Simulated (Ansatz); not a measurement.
## Notes on LiWO2

```xyz
8
Lattice="2.8671 0.0000 0.0000 0.0000 4.6491 0.0000 0.0000 0.0000 5.8722" Properties=species:S:1:pos:R:3 pbc="T T T"
Li    0.7168    1.1623    0.7340
Li    2.1503    3.4868    5.1381
W     0.7168    1.1623    3.7758
W     2.1503    3.4868    2.0964
O     0.7168    3.4868    0.7986
O     2.1503    1.1623    5.0735
O     0.7168    3.4868    3.5233
O     2.1503    1.1623    2.3489
```

The numbers come from plane-wave PAW DFT (Ansatz): PBE, no spin polarisation, 420 eV, 11×7×5 Γ-centred k points, gaussian occupations (width 0.2731 eV). Nothing was relaxed.

(1) Metal or insulator?

(2) Which atom feels the largest force, and which way?

(3) How is the charge shared?

(4) Describe some of the short contacts.

Origin: a known structure type with other elements, at an estimated volume, so it need not be a known compound. Caveats: many states at the Fermi level without spin polarisation, so a magnetic state may lie lower; atoms or cell far from equilibrium; wide smearing.

## Answers

(1) It is a metal, with about 4.9 states/eV a cell as the mean within 0.25 eV of the Fermi level, mostly W d (76 %) and O p (17 %).

(2) The largest is on O5 (and as large on other atoms): 4.40 eV/Å, components (0.00, 0.00, -4.40). It makes 132° with the line to a nearest neighbour, W4 at 1.93 Å.

(3) Bader charges in e: Li +0.90, W +1.82, O -1.36. In the mean W gives up most and O takes most.

(4) W–O at 1.93 Å: least valence density 0.96 e/Å³ and ELF 0.23 there. Li–O at 2.10 Å: least valence density 0.13 e/Å³ and ELF 0.03 there. These are pseudo-fields; inside the PAW spheres they differ from the all-electron ones.
